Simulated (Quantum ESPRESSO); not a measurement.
## Ga2ZnSiN4 (input and log of a self-consistent run)

A calculation, not a measurement. The program is pw.x of Quantum ESPRESSO 7.5 (plane-wave density functional theory). The cell is made up: 8 atoms on a wurtzite lattice, with randomly drawn elements, strain and displacements, not relaxed. PseudoDojo standard norm-conserving files (v0.5 for PBE, v0.4.1 for LDA and PBEsol) set the functional; there is no spin polarisation, spin-orbit coupling or dispersion term, and the masses in the input are unused placeholders.

Input:

```
&control calculation='scf', pseudo_dir='./dojo.nc.sr.pbe.v0_5.standard.upf', outdir='./o', disk_io='low', tprnfor=.true., tstress=.true. /
&system ibrav=0, nat=8, ntyp=4, nbnd=41, ecutwfc=84.00895049, nosym=.true., tot_charge=0,
 occupations='smearing', smearing='fd', degauss=0.0018374661
/
&electrons conv_thr=7.350e-09, electron_maxstep=60, /
ATOMIC_SPECIES
Ga 1.0 Ga.upf
N 1.0 N.upf
Si 1.0 Si.upf
Zn 1.0 Zn.upf
CELL_PARAMETERS angstrom
3.129 0.0 0.0
0.0 5.4195 0.0
0.0 0.0 5.0416
ATOMIC_POSITIONS angstrom
Ga 0.1261 -0.0267 0.166
Ga 1.4192 2.658 0.0222
Zn 1.4465 0.864 2.3868
Si -0.1559 3.5348 2.4758
N -0.0108 -0.1002 1.752
N 1.6451 2.6186 1.8996
N 1.4986 0.9365 4.518
N 0.0057 3.5439 4.3734
K_POINTS automatic
6 4 4 1 1 1
```

The log is shortened where brackets say so; the opening notice, blank lines, dates and the lines on written files are dropped, and the path of the files is cut. It prints rydbergs, bohrs and kilobars, and counts compression as positive stress.

```
     Program PWSCF v.7.5
     Parallel version (MPI & OpenMP), running on       4 processor cores
     Number of MPI processes:                 4
     Threads/MPI process:                     1
     [start-up lines left out]
     bravais-lattice index     =            0
     lattice parameter (alat)  =       5.9130  a.u.
     unit-cell volume          =     576.9388 (a.u.)^3
     number of atoms/cell      =            8
     number of atomic types    =            4
     number of electrons       =        70.00
     number of Kohn-Sham states=           41
     kinetic-energy cutoff     =      84.0090  Ry
     charge density cutoff     =     336.0358  Ry
     scf convergence threshold =      7.3E-09
     mixing beta               =       0.7000
     number of iterations used =            8  plain     mixing
     Exchange-correlation= PBE
                           (   1   4   3   4   0   0   0)
     [axes and pseudopotential details left out]
   Cartesian axes
     site n.     atom                  positions (alat units)
         1        Ga     tau(   1) = (   0.0403004  -0.0085331   0.0530521  )
         2        Ga     tau(   2) = (   0.4535634   0.8494727   0.0070949  )
         3        Zn     tau(   3) = (   0.4622883   0.2761266   0.7627996  )
         4        Si     tau(   4) = (  -0.0498242   1.1296900   0.7912432  )
         5        N      tau(   5) = (  -0.0034516  -0.0320230   0.5599233  )
         6        N      tau(   6) = (   0.5257590   0.8368808   0.6070949  )
         7        N      tau(   7) = (   0.4789390   0.2992969   1.4439118  )
         8        N      tau(   8) = (   0.0018217   1.1325983   1.3976989  )
     number of k points=    48  Fermi-Dirac smearing, width (Ry)=  0.0018
                       cart. coord. in units 2pi/alat
        k(    1) = (   0.0833333   0.0721699   0.0775795), wk =   0.0416667
        k(    2) = (   0.0833333   0.0721699   0.2327386), wk =   0.0416667
     [further k points left out]
     Dense  grid:    59999 G-vectors     FFT dimensions: (  36,  60,  60)
     Estimated max dynamical RAM per process >     137.29 MB
     Estimated total dynamical RAM >     505.22 MB
     Initial potential from superposition of free atoms
     starting charge      69.9939, renormalised to      70.0000
     Starting wfcs are   48 randomized atomic wfcs
     total cpu time spent up to now is        1.9 secs
     per-process dynamical memory:   108.1 Mb
     Self-consistent Calculation
     iteration #  1     ecut=    84.01 Ry     beta= 0.70
     Davidson diagonalization with overlap
     ethr =  1.00E-02,  avg # of iterations =  3.0
     total cpu time spent up to now is        4.4 secs
     total energy              =    -814.41742547 Ry
     estimated scf accuracy    <       2.31205938 Ry
     iteration #  2     ecut=    84.01 Ry     beta= 0.70
     Davidson diagonalization with overlap
     ethr =  3.30E-03,  avg # of iterations =  3.3
     total cpu time spent up to now is        6.7 secs
     total energy              =    -814.84635160 Ry
     estimated scf accuracy    <       2.85822288 Ry
     iteration #  3     ecut=    84.01 Ry     beta= 0.70
     Davidson diagonalization with overlap
     ethr =  3.30E-03,  avg # of iterations =  2.0
     total cpu time spent up to now is        8.7 secs
     total energy              =    -815.43891325 Ry
     estimated scf accuracy    <       0.21000382 Ry
     iteration #  4     ecut=    84.01 Ry     beta= 0.70
     Davidson diagonalization with overlap
     ethr =  3.00E-04,  avg # of iterations =  2.2
     total cpu time spent up to now is       10.7 secs
     total energy              =    -815.46814382 Ry
     estimated scf accuracy    <       0.01765079 Ry
     iteration #  5     ecut=    84.01 Ry     beta= 0.70
     Davidson diagonalization with overlap
     ethr =  2.52E-05,  avg # of iterations =  7.4
     total cpu time spent up to now is       13.4 secs
     total energy              =    -815.47167065 Ry
     estimated scf accuracy    <       0.00433182 Ry
     [iterations 6 to 8 left out]
     iteration #  9     ecut=    84.01 Ry     beta= 0.70
     Davidson diagonalization with overlap
     ethr =  1.92E-08,  avg # of iterations =  2.6
     total cpu time spent up to now is       21.7 secs
     total energy              =    -815.47276511 Ry
     estimated scf accuracy    <       0.00000330 Ry
     iteration # 10     ecut=    84.01 Ry     beta= 0.70
     Davidson diagonalization with overlap
     ethr =  4.71E-09,  avg # of iterations =  2.1
     total cpu time spent up to now is       23.6 secs
     total energy              =    -815.47276568 Ry
     estimated scf accuracy    <       0.00000039 Ry
     iteration # 11     ecut=    84.01 Ry     beta= 0.70
     Davidson diagonalization with overlap
     ethr =  5.59E-10,  avg # of iterations =  3.1
     total cpu time spent up to now is       25.7 secs
     total energy              =    -815.47276576 Ry
     estimated scf accuracy    <       0.00000008 Ry
     iteration # 12     ecut=    84.01 Ry     beta= 0.70
     Davidson diagonalization with overlap
     ethr =  1.08E-10,  avg # of iterations =  2.0
     total cpu time spent up to now is       27.6 secs
     total energy              =    -815.47276576 Ry
     estimated scf accuracy    <          9.2E-09 Ry
     iteration # 13     ecut=    84.01 Ry     beta= 0.70
     Davidson diagonalization with overlap
     ethr =  1.32E-11,  avg # of iterations =  3.5
     total cpu time spent up to now is       29.8 secs
     End of self-consistent calculation
     [lines on levels left out]
!    total energy              =    -815.47276577 Ry
     estimated scf accuracy    <          1.9E-09 Ry
     smearing contrib. (-TS)   =      -0.00000000 Ry
     internal energy E=F+TS    =    -815.47276577 Ry
     The total energy is F=E-TS. E is the sum of the following terms:
     one-electron contribution =    -475.42426298 Ry
     hartree contribution      =     288.91287679 Ry
     xc contribution           =    -157.07892541 Ry
     ewald contribution        =    -471.88245417 Ry
     convergence has been achieved in  13 iterations
     Forces acting on atoms (cartesian axes, Ry/au):
     atom    1 type  1   force =    -0.06140620    0.01634894   -0.42818949
     atom    2 type  1   force =     0.08851271   -0.00612189   -0.04743162
     atom    3 type  4   force =     0.04425195   -0.06286002    0.11812850
     atom    4 type  3   force =     0.09445914    0.10389738    0.07260484
     atom    5 type  2   force =    -0.08582000   -0.19621581    0.43101561
     atom    6 type  2   force =    -0.06371572    0.14775949    0.03304401
     atom    7 type  2   force =     0.07637412   -0.05641039   -0.06092403
     atom    8 type  2   force =    -0.09265599    0.05360230   -0.11824782
     Total force =     0.734269     Total SCF correction =     0.000107
     Computing stress (Cartesian axis) and pressure
          total   stress  (Ry/bohr**3)                   (kbar)     P=      216.28
   0.00081482   0.00028743  -0.00005438          119.86       42.28       -8.00
   0.00028743   0.00108929   0.00000777           42.28      160.24        1.14
  -0.00005438   0.00000777   0.00250652           -8.00        1.14      368.72
     init_run     :      1.74s CPU      1.79s WALL (       1 calls)
     electrons    :     27.85s CPU     27.95s WALL (       1 calls)
     forces       :      0.37s CPU      0.37s WALL (       1 calls)
     stress       :      1.22s CPU      1.22s WALL (       1 calls)
     [timing details left out]
     PWSCF        :     31.26s CPU     31.42s WALL
     JOB DONE.
```

In other units: free energy -11095.072 eV for the cell, pressure 21.63 GPa, largest force component 11.082 eV/Å. A rerun of the same cell at another strain at 1437 eV and a 8 x 6 x 6 mesh moved values by no more than 0.002 eV in energy, 0.05 GPa in stress and 0.003 eV/Å in force.